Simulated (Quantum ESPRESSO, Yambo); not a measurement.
A free-standing WS2 monolayer (symmetry P-6m2, slab cell 16.1 Å high): static response along x against the Γ-centred k mesh (Yambo on norm-conserving LDA (Quantum ESPRESSO, 70 Ry, without SOC) bands; 50 bands, 3 Ry block). The smallest direct LDA gap is 1.99 eV.

```csv
k mesh,"α(0), independent particles (Å)","α(0), RPA with local fields (Å)",rough Yambo cost
9×9×1,6.56,6.15,about 1/5
12×12×1,6.51,6.10,about 1/3
18×18×1,6.49,6.09,within a factor of two
24×24×1,6.49,6.08,1
```

The last step changes the RPA value by 0.0 %. Electronic response only; costs are rough.

Geometry relaxed with LDA; primitive cell a = b = 3.123 Å, c = 16.100 Å, α = β = 90.00°, γ = 120.00°.
